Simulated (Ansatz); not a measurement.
Ansatz input file:

```yaml
crystal:
  lattice:
    - [4.271, 0.0, 0.0]
    - [0.0, 4.722, 0.0]
    - [0.0, 0.0, 2.835]
  atoms:
    - { symbol: Fe, position: [0.252951, 0.658748, 0.0], spin: 1.72 }
    - { symbol: Fe, position: [0.747049, 0.341252, 0.0], spin: 1.72 }
    - { symbol: Fe, position: [0.247049, 0.158748, 0.5], spin: 1.72 }
    - { symbol: Fe, position: [0.752951, 0.841252, 0.5], spin: 1.72 }
    - { symbol: C, position: [0.0, 0.0, 0.0], spin: -0.12 }
    - { symbol: C, position: [0.5, 0.5, 0.5], spin: -0.12 }
basis:
  ecutwfc: 420
kpoints:
  mp_grid: { grid: [6, 4, 8] }
hamiltonian:
  xc: pbesol
scf:
  occupations: { method: gaussian, width: 0.1 }
output:
  forces: true
  stress: true
  eigenvalues: true
  populations: true
magnetization:
  spin_polarized: true
relax:
  adjacent_minimum: "off"
  f_tol: 0.05
  max_steps: 80
  cell: { stress_tol: 0.5 }
```

Command:
```bash
ansatz run input.yaml --threads 2 --pin off --max-ram 5120MiB --backend cpu --events-out ev --progress --plain --runs-dir out
```

Level of theory: DFT PBEsol, scalar-relativistic, plane waves, PAW (Ansatz 0.2.0).

From the run's log, abridged:

```
Pseudopotentials: kind: paw
Pseudopotential: Fe, paw, valence charge 16, recommended cutoff 420 eV (normal)
Pseudopotential: C, paw, valence charge 4, recommended cutoff 420 eV (normal)
Functional definition: PBEsol
Crystal: 6 atoms, lattice volume = 57.175 Å³
Basis set: ecut = 420 eV, 1121 PW (Γ), exchange–correlation on 60×64×40 points (8 copies of the dense FFT grid, shifted against one another)
Bands: 48, of which v1, the nominal top of the filled ones, is band 36 counted from 1 (35 counted from 0)
Symmetry: 8 space group operations
Space group: Pnnm (ITA 58), of the structure as read, at distance tolerance 3.9e-5 Å
Magnetic group: BNS 58.393 (UNI 491), of the structure as read, at distance tolerance 3.9e-5 Å
k-points: 60 of 192
Initial density: superposition of atomic densities (chi_scale 0.1, normalization cell, long waves kept (reshape's long-wave potential 0.00 eV rms))
Starting moments: Σ|m| = 7.12 μB on 6 of 6 sites
Initial wavefunctions: pseudopotential atomic-orbital guess
Functional: x = pbesol(κ = 0.804, μ = 0.12345679), c = pbesol(β = 0.046)
SCF iter   1: F=—  HF=-18274.567945 eV  |F-HF|=—  |Δ(HF+E_count)|=         —  Δρ=5.14e-2 (↑2.84e-2 ↓5.14e-2) dr2=1.88e0  dr2_m=2.81e-1  M=6.433 μB ∫|m|=6.899 μB  β_m=0.30  ethr=2.60e-3  ⟨swp⟩=1.0  Hψ=24391  notcnv=0
Mixer restart at iter 1: flushing history
spin=Collinear: Kerker preconditioning applied to the charge; magnetization (m = ρ↑ − ρ↓) channel mixes plain (no charge-response kernel on spin).
SCF iter   2: F=—  HF=-18280.621651 eV  |F-HF|=—  |Δ(HF+E_count)|=    6.05e0  Δρ=3.11e-2 (↑2.12e-2 ↓3.11e-2) dr2=6.48e-1  dr2_m=2.02e-1  M=6.455 μB ∫|m|=6.985 μB  β_m=0.52  ethr=2.60e-3  ⟨swp⟩=2.0  Hψ=7158  notcnv=0
SCF iter   3: F=—  HF=-18288.147542 eV  |F-HF|=—  |Δ(HF+E_count)|=    7.53e0  Δρ=1.22e-2 (↑1.05e-2 ↓1.22e-2) dr2=2.79e-1  dr2_m=2.51e-2  M=6.408 μB ∫|m|=7.057 μB  β_m=0.64  ethr=9.00e-4  ⟨swp⟩=2.5  Hψ=8747  notcnv=0  defer=401
SCF iter   4: F=—  HF=-18288.908438 eV  |F-HF|=—  |Δ(HF+E_count)|=         —  Δρ=6.56e-3 (↑6.56e-3 ↓6.38e-3) dr2=1.09e-1  dr2_m=3.56e-4  M=6.361 μB ∫|m|=7.095 μB  β_m=0.64  ethr=3.87e-4  ⟨swp⟩=2.1  Hψ=9180  notcnv=0  defer=457
Mixer restart at iter 4: flushing history
SCF iter   5: F=—  HF=-18288.901412 eV  |F-HF|=—  |Δ(HF+E_count)|=   7.03e-3  Δρ=3.09e-3 (↑3.09e-3 ↓2.73e-3) dr2=2.11e-2  dr2_m=5.72e-4  M=6.330 μB ∫|m|=7.067 μB  β_m=0.73  ethr=1.51e-4  ⟨swp⟩=2.1  Hψ=8653  notcnv=0  defer=458
SCF iter   6: F=—  HF=-18288.899383 eV  |F-HF|=—  |Δ(HF+E_count)|=   2.03e-3  Δρ=2.76e-3 (↑2.76e-3 ↓2.46e-3) dr2=1.41e-2  dr2_m=2.98e-5  M=6.329 μB ∫|m|=7.074 μB  β_m=0.67  ethr=2.92e-5  ⟨swp⟩=2.5  Hψ=9752  notcnv=0  defer=450
SCF iter   7: F=—  HF=-18288.899423 eV  |F-HF|=—  |Δ(HF+E_count)|=   4.07e-5  Δρ=8.42e-4 (↑8.42e-4 ↓6.84e-4) dr2=6.02e-4  dr2_m=5.00e-5  M=6.312 μB ∫|m|=7.058 μB  β_m=0.83  ethr=1.96e-5  ⟨swp⟩=2.3  Hψ=9220  notcnv=0  defer=458
SCF iter   8: F=—  HF=-18288.899407 eV  |F-HF|=—  |Δ(HF+E_count)|=   1.63e-5  Δρ=1.96e-4 (↑1.96e-4 ↓1.61e-4) dr2=5.42e-5  dr2_m=3.58e-7  M=6.313 μB ∫|m|=7.058 μB  β_m=0.92  ethr=8.37e-7  ⟨swp⟩=2.0  Hψ=8149  notcnv=0  defer=458
SCF iter   9: F=—  HF=-18288.899401 eV  |F-HF|=—  |Δ(HF+E_count)|=   6.08e-6  Δρ=3.51e-5 (↑3.51e-5 ↓2.46e-5) dr2=1.26e-6  dr2_m=1.19e-7  M=6.313 μB ∫|m|=7.059 μB  β_m=0.96  ethr=7.53e-8  ⟨swp⟩=2.0  Hψ=8061  notcnv=0  defer=458
SCF iter  10: F=—  HF=-18288.899401 eV  |F-HF|=—  |Δ(HF+E_count)|=   1.23e-7  Δρ=1.67e-5 (↑1.67e-5 ↓9.85e-6) dr2=2.67e-7  dr2_m=9.43e-9  M=6.313 μB ∫|m|=7.059 μB  β_m=0.98  ethr=1.75e-9  ⟨swp⟩=2.3  Hψ=9199  notcnv=0  defer=458
SCF iter  11: F=—  HF=-18288.899401 eV  |F-HF|=—  |Δ(HF+E_count)|=   6.84e-8  Δρ=2.03e-6 (↑2.03e-6 ↓1.42e-6) dr2=3.96e-9  dr2_m=1.80e-10  M=6.313 μB ∫|m|=7.059 μB  β_m=0.99  ethr=3.71e-10  ⟨swp⟩=2.0  Hψ=7867  notcnv=0  defer=458
SCF iter  12: F=-18288.899401 eV  HF=-18288.899401 eV  |F-HF|=3.31e-10  |Δ(HF+E_count)|=  6.11e-10  Δρ=5.83e-7 (↑5.83e-7 ↓5.76e-7) dr2=4.87e-10  dr2_m=2.39e-12  M=6.313 μB ∫|m|=7.059 μB  ethr=5.50e-12  ⟨swp⟩=7.0  Hψ=19893  notcnv=0
SCF 1 converged in 12 iterations: F = -18288.899401 eV  dr2 = 4.87e-10
relax step   1: F+E_penalty+E_count = -18288.89940078 eV  Δ(F+E_penalty+E_count) = +0.000e0 eV  max|allowed force component| = 7.764e-2 eV/Å  Δτ_max = 0.0000 Å  P = -11.952 GPa  Ω = 57.175 Å³  (12 SCF iters, dr2 threshold 1.00e-7 eV, accepted)
Crystal: 6 atoms, lattice volume = 55.706 Å³
Basis set: ecut = 420 eV, 1097 PW (Γ), exchange–correlation on 60×64×40 points (8 copies of the dense FFT grid, shifted against one another)
Initial density: handed on by an earlier stage of this run
Starting moments: Σ|m| = 7.12 μB on 6 of 6 sites; this step starts from the density that it was given
Initial wavefunctions: those handed on with the density
SCF iter   1: F=—  HF=-18288.971931 eV  |F-HF|=—  |Δ(HF+E_count)|=         —  Δρ=7.94e-3 (↑7.94e-3 ↓2.82e-3) dr2=4.10e-2  dr2_m=6.07e-3  M=6.207 μB ∫|m|=6.912 μB  β_m=0.30  ethr=5.69e-5  ⟨swp⟩=1.0  Hψ=27657  notcnv=0
spin=Collinear: Kerker preconditioning applied to the charge; magnetization (m = ρ↑ − ρ↓) channel mixes plain (no charge-response kernel on spin).
SCF iter   2: F=—  HF=-18288.969946 eV  |F-HF|=—  |Δ(HF+E_count)|=   1.99e-3  Δρ=3.94e-3 (↑3.94e-3 ↓1.75e-3) dr2=1.05e-2  dr2_m=2.13e-3  M=6.216 μB ∫|m|=6.923 μB  β_m=0.43  ethr=5.69e-5  ⟨swp⟩=2.2  Hψ=8233  notcnv=0
SCF iter   3: F=—  HF=-18288.977323 eV  |F-HF|=—  |Δ(HF+E_count)|=   7.38e-3  Δρ=1.25e-3 (↑1.08e-3 ↓1.25e-3) dr2=8.07e-4  dr2_m=4.52e-4  M=6.210 μB ∫|m|=6.918 μB  β_m=0.64  ethr=1.46e-5  ⟨swp⟩=2.1  Hψ=7598  notcnv=0
SCF iter   4: F=—  HF=-18288.983526 eV  |F-HF|=—  |Δ(HF+E_count)|=   6.20e-3  Δρ=1.18e-3 (↑4.20e-4 ↓1.18e-3) dr2=1.08e-3  dr2_m=1.00e-4  M=6.192 μB ∫|m|=6.899 μB  β_m=0.82  ethr=1.12e-6  ⟨swp⟩=2.9  Hψ=10380  notcnv=0
SCF iter   5: F=—  HF=-18288.985861 eV  |F-HF|=—  |Δ(HF+E_count)|=   2.34e-3  Δρ=4.68e-4 (↑4.68e-4 ↓3.17e-4) dr2=2.39e-5  dr2_m=6.47e-5  M=6.174 μB ∫|m|=6.879 μB  β_m=0.91  ethr=1.12e-6  ⟨swp⟩=2.0  Hψ=9559  notcnv=0
SCF iter   6: F=—  HF=-18288.985976 eV  |F-HF|=—  |Δ(HF+E_count)|=   1.14e-4  Δρ=2.54e-4 (↑2.54e-4 ↓9.33e-5) dr2=3.37e-5  dr2_m=4.60e-6  M=6.168 μB ∫|m|=6.872 μB  β_m=0.94  ethr=3.32e-8  ⟨swp⟩=2.1  Hψ=10146  notcnv=0
SCF iter   7: F=—  HF=-18288.985966 eV  |F-HF|=—  |Δ(HF+E_count)|=   9.40e-6  Δρ=5.02e-5 (↑5.02e-5 ↓2.78e-5) dr2=2.11e-6  dr2_m=7.85e-8  M=6.169 μB ∫|m|=6.872 μB  β_m=0.97  ethr=3.32e-8  ⟨swp⟩=2.3  Hψ=8639  notcnv=0
SCF iter   8: F=—  HF=-18288.985967 eV  |F-HF|=—  |Δ(HF+E_count)|=   3.96e-7  Δρ=4.94e-6 (↑4.94e-6 ↓4.67e-6) dr2=3.87e-8  dr2_m=3.10e-10  M=6.169 μB ∫|m|=6.872 μB  β_m=0.99  ethr=2.93e-9  ⟨swp⟩=2.8  Hψ=10197  notcnv=0
SCF iter   9: F=-18288.985967 eV  HF=-18288.985967 eV  |F-HF|=1.43e-9  |Δ(HF+E_count)|=   9.13e-9  Δρ=1.15e-6 (↑9.67e-7 ↓1.15e-6) dr2=2.31e-9  dr2_m=1.49e-11  M=6.169 μB ∫|m|=6.872 μB  ethr=5.38e-11  ⟨swp⟩=1.4  Hψ=16965  notcnv=0
SCF 2 converged in 9 iterations: F = -18288.985967 eV  dr2 = 2.31e-9
relax step   2: F+E_penalty+E_count = -18288.98596672 eV  Δ(F+E_penalty+E_count) = -8.657e-2 eV  max|allowed force component| = 7.255e-2 eV/Å  Δτ_max = 0.0120 Å  P = -5.957 GPa  Ω = 55.706 Å³  energy of the carried Pulay correction = +2.766e-3 eV  (9 SCF iters, dr2 threshold 6.00e-7 eV, accepted)
Crystal: 6 atoms, lattice volume = 54.278 Å³
Basis set: ecut = 420 eV, 1061 PW (Γ), exchange–correlation on 60×64×40 points (8 copies of the dense FFT grid, shifted against one another)
SCF iter   1: F=—  HF=-18288.998616 eV  |F-HF|=—  |Δ(HF+E_count)|=         —  Δρ=8.56e-3 (↑8.56e-3 ↓3.07e-3) dr2=4.38e-2  dr2_m=7.38e-3  M=6.055 μB ∫|m|=6.717 μB  β_m=0.30  ethr=6.08e-5  ⟨swp⟩=1.0  Hψ=27603  notcnv=0
spin=Collinear: Kerker preconditioning applied to the charge; magnetization (m = ρ↑ − ρ↓) channel mixes plain (no charge-response kernel on spin).
SCF iter   2: F=—  HF=-18288.997167 eV  |F-HF|=—  |Δ(HF+E_count)|=   1.45e-3  Δρ=4.41e-3 (↑4.41e-3 ↓2.02e-3) dr2=1.14e-2  dr2_m=2.87e-3  M=6.061 μB ∫|m|=6.725 μB  β_m=0.44  ethr=6.08e-5  ⟨swp⟩=2.3  Hψ=8354  notcnv=0
SCF iter   3: F=—  HF=-18289.006051 eV  |F-HF|=—  |Δ(HF+E_count)|=   8.88e-3  Δρ=1.43e-3 (↑1.17e-3 ↓1.43e-3) dr2=8.77e-4  dr2_m=5.67e-4  M=6.054 μB ∫|m|=6.718 μB  β_m=0.65  ethr=1.58e-5  ⟨swp⟩=2.2  Hψ=7692  notcnv=0
SCF iter   4: F=—  HF=-18289.013004 eV  |F-HF|=—  |Δ(HF+E_count)|=   6.95e-3  Δρ=1.24e-3 (↑4.77e-4 ↓1.24e-3) dr2=1.24e-3  dr2_m=9.43e-5  M=6.038 μB ∫|m|=6.701 μB  β_m=0.82  ethr=1.22e-6  ⟨swp⟩=2.6  Hψ=9763  notcnv=0
SCF iter   5: F=—  HF=-18289.015349 eV  |F-HF|=—  |Δ(HF+E_count)|=   2.34e-3  Δρ=4.73e-4 (↑4.73e-4 ↓2.43e-4) dr2=3.57e-5  dr2_m=4.42e-5  M=6.021 μB ∫|m|=6.680 μB  β_m=0.91  ethr=1.22e-6  ⟨swp⟩=2.0  Hψ=9584  notcnv=0
SCF iter   6: F=—  HF=-18289.015424 eV  |F-HF|=—  |Δ(HF+E_count)|=   7.50e-5  Δρ=1.94e-4 (↑1.94e-4 ↓7.34e-5) dr2=9.83e-6  dr2_m=4.60e-6  M=6.018 μB ∫|m|=6.676 μB  β_m=0.95  ethr=4.96e-8  ⟨swp⟩=2.0  Hψ=8100  notcnv=0
SCF iter   7: F=—  HF=-18289.015421 eV  |F-HF|=—  |Δ(HF+E_count)|=   3.03e-6  Δρ=3.07e-5 (↑3.07e-5 ↓1.51e-5) dr2=5.02e-7  dr2_m=4.73e-8  M=6.017 μB ∫|m|=6.675 μB  β_m=0.98  ethr=1.37e-8  ⟨swp⟩=3.0  Hψ=9698  notcnv=0
SCF iter   8: F=-18289.015421 eV  HF=-18289.015421 eV  |F-HF|=2.36e-8  |Δ(HF+E_count)|=   7.31e-9  Δρ=5.03e-6 (↑3.64e-6 ↓5.03e-6) dr2=3.07e-8  dr2_m=5.00e-10  M=6.017 μB ∫|m|=6.676 μB  ethr=6.97e-10  ⟨swp⟩=2.2  Hψ=20587  notcnv=0
SCF 3 converged in 8 iterations: F = -18289.015421 eV  dr2 = 3.07e-8
relax step   3: F+E_penalty+E_count = -18289.01542087 eV  Δ(F+E_penalty+E_count) = -2.945e-2 eV  max|allowed force component| = 3.592e-2 eV/Å  Δτ_max = 0.0150 Å  P = +0.736 GPa  Ω = 54.278 Å³  energy of the carried Pulay correction = +5.525e-3 eV  (8 SCF iters, dr2 threshold 6.00e-7 eV, accepted)
Crystal: 6 atoms, lattice volume = 54.357 Å³
Basis set: ecut = 420 eV, 1065 PW (Γ), exchange–correlation on 60×64×40 points (8 copies of the dense FFT grid, shifted against one another)
SCF iter   1: F=—  HF=-18289.015901 eV  |F-HF|=—  |Δ(HF+E_count)|=         —  Δρ=1.61e-3 (↑1.42e-3 ↓1.61e-3) dr2=7.11e-4  dr2_m=7.15e-4  M=5.984 μB ∫|m|=6.646 μB  β_m=0.65  ethr=9.88e-7  ⟨swp⟩=2.9  Hψ=24351  notcnv=0
SCF iter   2: F=—  HF=-18289.015906 eV  |F-HF|=—  |Δ(HF+E_count)|=   5.09e-6  Δρ=9.32e-4 (↑9.32e-4 ↓4.30e-4) dr2=1.59e-4  dr2_m=1.94e-4  M=5.978 μB ∫|m|=6.638 μB  β_m=0.59  ethr=9.88e-7  ⟨swp⟩=2.4  Hψ=9016  notcnv=0
SCF iter   3: F=—  HF=-18289.015926 eV  |F-HF|=—  |Δ(HF+E_count)|=   2.00e-5  Δρ=4.30e-4 (↑2.29e-4 ↓4.30e-4) dr2=1.14e-4  dr2_m=1.72e-5  M=5.981 μB ∫|m|=6.641 μB  β_m=0.56  ethr=2.20e-7  ⟨swp⟩=2.0  Hψ=10140  notcnv=0
SCF iter   4: F=—  HF=-18289.015898 eV  |F-HF|=—  |Δ(HF+E_count)|=   2.79e-5  Δρ=1.39e-4 (↑1.39e-4 ↓6.60e-5) dr2=6.06e-6  dr2_m=3.43e-6  M=5.978 μB ∫|m|=6.638 μB  β_m=0.64  ethr=1.58e-7  ⟨swp⟩=2.9  Hψ=10509  notcnv=0
SCF iter   5: F=—  HF=-18289.015897 eV  |F-HF|=—  |Δ(HF+E_count)|=   5.65e-7  Δρ=2.33e-5 (↑2.33e-5 ↓1.21e-5) dr2=1.91e-7  dr2_m=1.06e-7  M=5.979 μB ∫|m|=6.638 μB  β_m=0.70  ethr=8.42e-9  ⟨swp⟩=2.3  Hψ=8600  notcnv=0
SCF iter   6: F=-18289.015897 eV  HF=-18289.015898 eV  |F-HF|=1.15e-7  |Δ(HF+E_count)|=   1.27e-7  Δρ=9.22e-6 (↑9.22e-6 ↓8.00e-6) dr2=1.27e-7  dr2_m=2.23e-9  M=5.979 μB ∫|m|=6.638 μB  ethr=2.66e-10  ⟨swp⟩=2.3  Hψ=17959  notcnv=0
SCF 4 converged in 6 iterations: F = -18289.015897 eV  dr2 = 1.27e-7
relax step   4: F+E_penalty+E_count = -18289.01589744 eV  Δ(F+E_penalty+E_count) = -4.766e-4 eV  max|allowed force component| = 2.312e-2 eV/Å  Δτ_max = 0.0084 Å  P = +0.129 GPa  Ω = 54.357 Å³  energy of the carried Pulay correction = +5.372e-3 eV  (6 SCF iters, dr2 threshold 6.00e-7 eV, accepted)
Initial wavefunctions: pseudopotential atomic-orbital guess (no wavefunctions were taken with the density)
SCF iter   1: F=—  HF=-18289.011642 eV  |F-HF|=—  |Δ(HF+E_count)|=         —  Δρ=1.61e-4 (↑1.50e-4 ↓1.61e-4) dr2=3.45e-5  dr2_m=8.92e-8  M=5.978 μB ∫|m|=6.638 μB  β_m=0.65  ethr=1.24e-7  ⟨swp⟩=3.1  Hψ=34648  notcnv=0
SCF iter   2: F=—  HF=-18289.011627 eV  |F-HF|=—  |Δ(HF+E_count)|=   1.52e-5  Δρ=1.78e-4 (↑1.78e-4 ↓9.19e-5) dr2=3.22e-5  dr2_m=1.40e-6  M=5.977 μB ∫|m|=6.636 μB  β_m=0.33  ethr=4.79e-8  ⟨swp⟩=2.3  Hψ=9023  notcnv=0
SCF iter   3: F=—  HF=-18289.011633 eV  |F-HF|=—  |Δ(HF+E_count)|=   6.50e-6  Δρ=4.32e-5 (↑3.77e-5 ↓4.32e-5) dr2=6.47e-7  dr2_m=1.64e-7  M=5.978 μB ∫|m|=6.637 μB  β_m=0.53  ethr=4.47e-8  ⟨swp⟩=2.0  Hψ=8052  notcnv=0
SCF iter   4: F=—  HF=-18289.011648 eV  |F-HF|=—  |Δ(HF+E_count)|=   1.49e-5  Δρ=2.46e-5 (↑2.46e-5 ↓1.72e-5) dr2=7.81e-7  dr2_m=1.55e-8  M=5.978 μB ∫|m|=6.637 μB  β_m=0.56  ethr=8.99e-10  ⟨swp⟩=2.1  Hψ=8882  notcnv=0
SCF iter   5: F=—  HF=-18289.011652 eV  |F-HF|=—  |Δ(HF+E_count)|=   3.73e-6  Δρ=1.24e-5 (↑7.90e-6 ↓1.24e-5) dr2=2.14e-7  dr2_m=6.42e-9  M=5.978 μB ∫|m|=6.637 μB  β_m=0.78  ethr=8.99e-10  ⟨swp⟩=2.5  Hψ=9540  notcnv=0
SCF iter   6: F=—  HF=-18289.011654 eV  |F-HF|=—  |Δ(HF+E_count)|=   1.66e-6  Δρ=7.49e-6 (↑3.51e-6 ↓7.49e-6) dr2=3.08e-8  dr2_m=1.07e-8  M=5.978 μB ∫|m|=6.638 μB  β_m=0.89  ethr=2.97e-10  ⟨swp⟩=2.0  Hψ=9546  notcnv=0
SCF iter   7: F=—  HF=-18289.011654 eV  |F-HF|=—  |Δ(HF+E_count)|=   1.86e-7  Δρ=3.52e-6 (↑3.52e-6 ↓2.93e-6) dr2=1.73e-8  dr2_m=1.20e-10  M=5.979 μB ∫|m|=6.638 μB  β_m=0.80  ethr=4.28e-11  ⟨swp⟩=2.6  Hψ=10734  notcnv=0
SCF iter   8: F=—  HF=-18289.011654 eV  |F-HF|=—  |Δ(HF+E_count)|=   1.24e-8  Δρ=9.69e-7 (↑9.22e-7 ↓9.69e-7) dr2=1.49e-9  dr2_m=5.37e-12  M=5.979 μB ∫|m|=6.638 μB  β_m=0.90  ethr=2.40e-11  ⟨swp⟩=2.0  Hψ=8167  notcnv=0
SCF iter   9: F=-18289.011654 eV  HF=-18289.011654 eV  |F-HF|=2.26e-10  |Δ(HF+E_count)|=   1.90e-9  Δρ=4.02e-7 (↑3.01e-7 ↓4.02e-7) dr2=2.47e-10  dr2_m=2.29e-12  M=5.979 μB ∫|m|=6.638 μB  ethr=2.07e-12  ⟨swp⟩=1.9  Hψ=19168  notcnv=0
SCF 5 converged in 9 iterations: F = -18289.011654 eV  dr2 = 2.47e-10
SCF converged after 9 iterations
Magnetization: 5.9786 μB (38.9893 up, 33.0107 down)
Absolute magnetization: 6.6379 μB (∫|ρ↑−ρ↓|, with the PAW one-centre terms)
Spin contamination: 0.0777 ħ² per cell (⟨S²⟩ above its minimum at these occupations)
Per-site moments (μB) at R_I (Å): [(1.44832714, 0.77979803), (1.44832714, 0.77979803), (1.44832714, 0.77979803), (1.44832714, 0.77979803), (-0.09691904, 0.77979803), (-0.09691904, 0.77979803)]
Free energy (F): -18289.011654 eV
Harris-Foulkes:  -18289.011654 eV  (|F-HF|=2.26e-10)
Internal energy: -18288.990014 eV  (E = F + TS)
E sigma→0 (E₀):  -18289.000834 eV
Entropy (-TS):   -0.021640 eV (-3.607 meV/atom)
Fermi energy:    18.630629 eV
--- Per-component energies (eV) ---
  E_band       = -797.537183
  E_kinetic    = 1597.773685
  E_local      = -8697.852361  (includes V_loc(G=0)·N_el)
  E_nonlocal   = 922.508738
  E_hartree    = 3651.678640
  E_xc         = -570.141298
  E_vxc        = -732.773965  (∫ρ·V_xc dr)
  E_paw        = -5522.828981  (= ΣΔE_a)
  E_vpaw       = -1190.552433  (= ΣTr[D̂ρ^β])
  E_aug_tail   = 0.003459  (compensation charges beyond the density's cutoff)
  E_ewald      = -9670.890903
  E_core_change = 0.759008  (= ΣΔE_core)
  E_smearing   = -0.021640  (= −TS)
--- Forces (eV/Å), atoms counted from 1 ---
  atom   1  Fe    -0.01229600     0.02294838     0.00000000
  atom   2  Fe     0.01229600    -0.02294838     0.00000000
  atom   3  Fe     0.01229600     0.02294838     0.00000000
  atom   4  Fe    -0.01229600    -0.02294838     0.00000000
  atom   5  C      0.00000000     0.00000000     0.00000000
  atom   6  C      0.00000000     0.00000000     0.00000000
--- Stress (GPa, compression-positive) ---
       -0.140234       0.000000       0.000000
        0.000000       0.116563       0.000000
        0.000000       0.000000       0.145844
  P = ⅓ Tr σ = 0.0407 GPa (0.407 kbar)
--- Band table (eV; the first three rows and the last of 120) ---
  k-point 0 ↑: bands = ["-69.2756", "-69.2292", "-69.2290", "-69.2288", "-35.7497", "-35.5620", "-35.5619", "-35.5586", "-35.4828", "-35.4114", "-35.4104", "-35.4097", "-35.3859", "-35.2623", "-35.2549", "-35.2084", "4.1691", "6.8429", "11.0791", "11.4148", "12.7368", "12.9011", "13.7318", "13.7379", "14.2060", "15.1773", "15.8947", "15.9688", "15.9831", "16.1022", "16.3220", "16.4729", "16.4919", "16.7290", "17.2887", "17.7388", "17.7856", "17.9430", "18.4196", "19.2230", "19.6774", "20.5703", "20.8111", "21.7567", "23.6782", "24.3927", "28.4110", "29.6152"]
  k-point 1 ↑: bands = ["-69.2727", "-69.2297", "-69.2281", "-69.2277", "-35.7415", "-35.5679", "-35.5579", "-35.5553", "-35.4929", "-35.4234", "-35.4228", "-35.4034", "-35.4033", "-35.2617", "-35.2592", "-35.2114", "4.4022", "6.8988", "11.3285", "11.6416", "12.4509", "12.9526", "13.7246", "13.8914", "13.9319", "14.9967", "15.7247", "15.7360", "16.1410", "16.1629", "16.2310", "16.3875", "16.5810", "16.6696", "17.4286", "17.6236", "17.7150", "17.8909", "18.7150", "19.6386", "19.9460", "20.2499", "20.9564", "21.8398", "23.5561", "24.0897", "28.5204", "29.4689"]
  k-point 2 ↑: bands = ["-69.2650", "-69.2321", "-69.2254", "-69.2251", "-35.7187", "-35.5855", "-35.5484", "-35.5475", "-35.5146", "-35.4540", "-35.4538", "-35.4464", "-35.3826", "-35.2724", "-35.2594", "-35.2202", "5.0481", "7.0165", "11.8666", "11.9981", "12.2013", "13.0379", "13.0566", "13.6915", "14.2117", "15.0536", "15.2040", "15.5119", "15.5816", "15.8801", "16.5277", "16.5542", "16.8650", "17.1139", "17.4769", "17.5396", "17.6043", "17.9781", "18.9501", "19.3641", "20.2866", "21.1501", "21.2508", "21.8785", "22.2801", "24.5645", "28.7120", "28.7365"]
  k-point 59 ↓: bands = ["-67.4174", "-67.4174", "-67.4171", "-67.4171", "-34.0214", "-34.0214", "-33.8616", "-33.8616", "-33.8079", "-33.8079", "-33.7546", "-33.7546", "-33.4077", "-33.4077", "-33.3125", "-33.3125", "6.7909", "6.7909", "12.0733", "12.0733", "12.8265", "12.8265", "13.8048", "13.8048", "15.6881", "15.6881", "16.2738", "16.2738", "17.5813", "17.5813", "18.1170", "18.1170", "18.9146", "18.9146", "19.2070", "19.2070", "19.3609", "19.3609", "19.8672", "19.8672", "21.5172", "21.5172", "21.5610", "21.5610", "25.9012", "25.9012", "28.0941", "28.0941"]
--- Relaxed structure (4 steps of the walk, 4 accepted, 1 SCFs on fresh bases) ---
  F+E_penalty+E_count = -18289.01165375 eV   max|allowed force component| = 2.295e-2 eV/Å   (the final SCF, on the basis selected at the relaxed cell)
  cell:  # Å, volume = 54.3566 Å³
    - [4.23950853, 0.0, 0.0]
    - [0.0, 4.60857367, 0.0]
    - [0.0, 0.0, 2.78208573]
  atoms:
    - { symbol: Fe, position: [0.24811711, 0.65318125, 0.0] }
    - { symbol: Fe, position: [0.75188288, 0.34681874, 0.0] }
    - { symbol: Fe, position: [0.25188288, 0.15318125, 0.49999999] }
    - { symbol: Fe, position: [0.74811711, 0.84681874, 0.49999999] }
    - { symbol: C, position: [0.0, 0.0, 0.0] }
    - { symbol: C, position: [0.5, 0.5, 0.49999999] }
--- Löwdin populations: 6 sites ---
  site symbol q [e]    m [muB]
     0     Fe     15.5329     1.5863
     1     Fe     15.5329     1.5863
     2     Fe     15.5329     1.5863
     3     Fe     15.5329     1.5863
     4      C      4.6263    -0.1430
     5      C      4.6263    -0.1430
  spilling = 0.008556 (of n_electrons = 72.000000)
```

The relaxation met its thresholds.

It took 2.2 min on 2 threads of Intel(R) Xeon(R) Processor @ 2.50GHz (Skylake/Cascade Lake) (shared host), peak memory 0.57 GiB.

The k mesh is coarse. Only parallel moments were tried here.